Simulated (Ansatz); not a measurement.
Ansatz input

```yaml
crystal:
  lattice:
    - [2.7516712247, 0.0, 0.0]
    - [-1.3758356123, 2.3830171834, 0.0]
    - [0.0, 0.0, 9.125100291]
  atoms:
    - { symbol: Pd, position: [1.0, 0.0, 1.0], spin: 0.212 }
    - { symbol: Pd, position: [1.0, 0.0, 0.5], spin: 0.212 }
    - { symbol: Pd, position: [0.3333333333, 0.6666666667, 0.25], spin: 0.207 }
    - { symbol: Pd, position: [0.6666666667, 0.3333333333, 0.75], spin: 0.207 }
hamiltonian:
  xc: mr2scan
  pseudopotentials:
    kind: paw
    azcp:
      Pd: "pseudopotentials/Pd.paw.azcp"
basis:
  ecutwfc: 500
  fft_grid_basis: typed
kpoints:
  mp_grid: { grid: [15, 15, 4], shift: [0, 0, 0] }
magnetization:
  spin_polarized: true
scf:
  occupations: { method: fermi_dirac, width: 0.05 }
  lower_state_search: "off"
output:
  stress: true
```

Output

```
Engine: ansatz 0.2.0, aarch64-unknown-linux-gnu
Pseudopotentials: kind: paw
Pseudopotential: Pd, paw, valence charge 18, recommended cutoff 500 eV (meta_gga) 
Functional definition: m-r2SCAN
  exchange = m_r2scan_x
  correlation = m_r2scan_c
Crystal: 4 atoms, lattice volume = 59.836 Å³
Basis set: ecut = 500 eV, 1497 PW (Γ), exchange–correlation on 96×96×288 points (64 copies of the dense FFT grid, shifted against one another)
Bands: 44, of which v1, the nominal top of the filled ones, is band 36 counted from 1 (35 counted from 0)
Symmetry: 24 space group operations
Space group: P63/mmc (ITA 194), of the structure as read, at distance tolerance 3.9e-5 Å
Magnetic group: BNS 194.263 (UNI 1493), of the structure as read, at distance tolerance 3.9e-5 Å
k-points: 81 of 900
Non-local potential: Pd, projectors of the file, l = 0: 2, l = 1: 2, l = 2: 2, l = 3: 1
PAW form: soft (Blöchl's): semilocal exchange-correlation on the pseudo side does not see the compensation charge
PAW frozen core: Pd, regenerated for the run's functional (the file was generated under x = pbe(κ = 0.804, μ = 0.2195149727645171), c = pbe(β = 0.06672455060314922))
PAW one-centre angular grid: Pd, 590 points (default); XC on 160 Gauss nodes
Initial density: superposition of atomic densities (chi_scale 0.1, normalization cell)
Starting moments: Σ|m| = 0.838 μB on 4 of 4 sites
Initial wavefunctions: pseudopotential atomic-orbital guess
Functional: x = mr2scan, c = mr2scan; τ floored in thin density (d = 2e-4 eV/Å³)
SCF iter   1: F=-27938.336988 eV  HF=-27945.275527 eV  |F-HF|=6.94e0  |Δ(HF+E_count)|=         —  Δρ=6.66e-2 (↑6.66e-2 ↓6.28e-2)  dr2=1.01e1  dr2_τ=4.62e-2  dr2_m=7.25e-3  M=0.677 μB ∫|m|=0.685 μB  β_m=0.30  ethr=3.10e-3  ⟨swp⟩=6.2  Hψ=25440  notcnv=0  defer=11
spin=Collinear: Kerker preconditioning applied to the charge; magnetization (m = ρ↑ − ρ↓) channel mixes plain (no charge-response kernel on spin).
SCF iter   2: F=-27941.585158 eV  HF=-27943.424224 eV  |F-HF|=1.84e0  |Δ(HF+E_count)|=    1.85e0  Δρ=3.87e-2 (↑3.87e-2 ↓3.61e-2)  dr2=3.40e0  dr2_τ=3.99e-2  dr2_m=4.76e-3  M=0.644 μB ∫|m|=0.659 μB  β_m=0.30  ethr=3.10e-3  ⟨swp⟩=2.1  Hψ=12890  notcnv=0  defer=326  κ⁻¹=1.0e0(r=1)
SCF iter   3: F=-27942.908077 eV  HF=-27942.766867 eV  |F-HF|=1.41e-1  |Δ(HF+E_count)|=   6.57e-1  Δρ=1.28e-2 (↑1.13e-2 ↓1.28e-2)  dr2=1.66e-1  dr2_τ=1.80e-2  dr2_m=2.49e-3  M=0.639 μB ∫|m|=0.654 μB  β_m=0.30  ethr=3.10e-3  ⟨swp⟩=2.1  Hψ=11597  notcnv=0  defer=326  κ⁻¹=2.4e-3(r=2)
SCF iter   4: F=-27942.915891 eV  HF=-27942.898454 eV  |F-HF|=1.74e-2  |Δ(HF+E_count)|=   1.32e-1  Δρ=6.65e-3 (↑4.68e-3 ↓6.65e-3)  dr2=3.11e-2  dr2_τ=1.31e-3  dr2_m=1.67e-3  M=0.620 μB ∫|m|=0.637 μB  β_m=0.30  ethr=2.31e-4  ⟨swp⟩=3.0  Hψ=14832  notcnv=0  defer=368  κ⁻¹=1.8e-3(r=3)
SCF iter   5: F=-27942.925034 eV  HF=-27942.922918 eV  |F-HF|=2.12e-3  |Δ(HF+E_count)|=   2.45e-2  Δρ=2.91e-3 (↑2.19e-3 ↓2.91e-3)  dr2=5.54e-3  dr2_τ=3.61e-4  dr2_m=1.14e-3  M=0.604 μB ∫|m|=0.624 μB  β_m=0.30  ethr=4.33e-5  ⟨swp⟩=2.8  Hψ=13585  notcnv=0  defer=368  κ⁻¹=2.0e-5(r=4)
SCF iter   6: F=-27942.917308 eV  HF=-27942.932048 eV  |F-HF|=1.47e-2  |Δ(HF+E_count)|=   9.13e-3  Δρ=4.14e-3 (↑4.14e-3 ↓2.21e-3)  dr2=2.13e-2  dr2_τ=2.64e-4  dr2_m=9.06e-4  M=0.586 μB ∫|m|=0.608 μB  β_m=0.30  ethr=7.70e-6  ⟨swp⟩=2.0  Hψ=14168  notcnv=0  defer=368  κ⁻¹=4.6e-6(r=5)
SCF iter   7: F=-27942.927745 eV  HF=-27942.927349 eV  |F-HF|=3.96e-4  |Δ(HF+E_count)|=   4.70e-3  Δρ=1.48e-3 (↑1.48e-3 ↓8.47e-4)  dr2=4.95e-4  dr2_τ=1.13e-4  dr2_m=6.57e-4  M=0.574 μB ∫|m|=0.597 μB  β_m=0.30  ethr=7.70e-6  ⟨swp⟩=2.0  Hψ=13587  notcnv=0  defer=368  κ⁻¹=3.3e-7(r=6)
...
iter 27 did not close the SCF: its close was put off for a magnetic moment that had not settled (scf_convergence_deferred on its scf_iter line)
SCF iter  27: F=-27942.929314 eV  HF=-27942.929314 eV  |F-HF|=1.28e-8  |Δ(HF+E_count)|=   4.96e-7  Δρ=1.28e-6 (↑1.27e-6 ↓1.28e-6)  dr2=5.98e-10  dr2_τ=5.45e-11  dr2_m=5.76e-10  M=0.002 μB ∫|m|=0.002 μB  β_m=1.20  ethr=1.85e-12  ⟨swp⟩=4.0  Hψ=21835  notcnv=0  κ⁻¹=1.1e-5(r=8)
SCF iter  28: F=-27942.929314 eV  HF=-27942.929314 eV  |F-HF|=3.86e-10  |Δ(HF+E_count)|=   2.59e-8  Δρ=2.72e-7 (↑2.51e-7 ↓2.72e-7)  dr2=3.98e-11  dr2_τ=2.09e-12  dr2_m=1.80e-12  M=-0.000 μB ∫|m|=0.000 μB  ethr=1.00e-12  ⟨swp⟩=1.0  Hψ=23704  notcnv=0
WARN: the starting moments were not kept: the SCF closed with an absolute magnetisation of 1.6e-4 μB, where they sum to 0.838 μB in size (4 sites). That is at most 0.1 of that sum. Measured as dr2_m measures the in/out step, that magnetisation stands 5.2e-9 eV from none, at or under the dr2_threshold of 1.0e-7 eV: it is no larger than a step whose dr2_m would equal this threshold. The system may hold no moment; this SCF shows only that its start led to no more than that. To try another start: raise the starting moments (crystal.atoms[].spin, magnetization.per_species, magnetization.initial_magnetization, or on a non-collinear deck that types none of these the spinor_matrix: blocks that start its atoms; where the total moment is fixed, keep their sum and leave initial_magnetization as it is; typed ones take the place of any that the run laid by itself, positive ones on a crystal's lanthanoids without a Hubbard term where scf.initial_density.shell_occupations: [] is typed) or, if the notice of its spin-set hold's release reads "site moments contracting" or "site moments show no strong build", lengthen the hold (scf.mixing.spin_hold: { on: { confirm: 4 } }; for m-r²SCAN on two components see the key's manual first). Each may lead to a state that holds a moment. A second SCF, from the converged charge density, with the starting moments and any scf.initial_density.shell_occupations laid on it anew, would have followed, and was not run: the deck does not ask for one (magnetization.retry_lost_moments is false, the default). To let it run, set magnetization.retry_lost_moments: true and run the deck again, where that key's refused combinations let it; where memory then withholds it, that run's warning says so.
SCF 1 converged in 28 iterations: F = -27942.929314 eV  dr2 = 3.98e-11
this state was not tested for a lower state beside it, because the mixer in use, unlike msr1, does not test its closes by its own steps (another_mixer; see scf.mixing.algorithm and scf.lower_state_search)
SCF converged after 28 iterations
Magnetization: -0.0002 μB (35.9999 up, 36.0001 down)
Absolute magnetization: 0.0002 μB (∫|ρ↑−ρ↓|, with the PAW one-centre terms)
Spin contamination: 0.0000 ħ² per cell (⟨S²⟩ above its minimum at these occupations)
Per-site moments (μB) at R_I (Å): [(-4.157404275492022e-5, 1.1350643801761662), (-4.157404275491699e-5, 1.1350643801761662), (-4.029365263024179e-5, 1.1350643801761662), (-4.029365263023955e-5, 1.1350643801761662)]
Free energy (F): -27942.929314 eV
Harris-Foulkes:  -27942.929314 eV  (|F-HF|=3.86e-10)
Internal energy: -27942.856898 eV  (E = F + TS)
E sigma→0 (E₀):  -27942.893106 eV
Entropy (-TS):   -0.072417 eV (-18.104 meV/atom)
Fermi energy:    19.232055 eV
--- Per-component energies (eV) ---
  E_band       = -640.000483
  E_kinetic    = 2061.074125
  E_local      = -7093.021895  (includes V_loc(G=0)·N_el)
  E_nonlocal   = 871.053515
  E_hartree    = 2886.568748
  E_xc         = -640.893449
  E_vxc        = -929.409528  (∫ρ·V_xc dr)
  E_paw        = -15088.502382  (= ΣΔE_a)
  E_vpaw       = -1391.145178  (= ΣTr[D̂ρ^β])
  E_aug_tail   = 0.000426  (compensation charges beyond the density's cutoff)
  E_vtau       = 68.310389  (kinetic-family band-sum trace: ∫τ·v_τ [+ j·A + Jᵃ·Aᵃ] dr)
  E_ewald      = -10937.327640
  E_core_change = -1.808346  (= ΣΔE_core)
  E_smearing   = -0.072417  (= −TS)
  E_closure    = 0.000000  (closes the sum)
  Σ components = -27942.929314   (vs F -27942.929314, Δ=0.00e0)
--- Stress (GPa, compression-positive) ---
        0.093477       0.000000       0.000000
        0.000000       0.093477      -0.000000
        0.000000      -0.000000      -0.449907
  P = ⅓ Tr σ = -0.0877 GPa (-0.877 kbar)
```

Launched by

```sh
ansatz run input.yaml --threads 2 --pin off --max-ram 5120MiB --backend cpu --events-out ev --progress --plain --runs-dir out
```

On 2 threads of Arm Neoverse V2 (shared host) this took about 70 s of wall time and 140 s of CPU time.
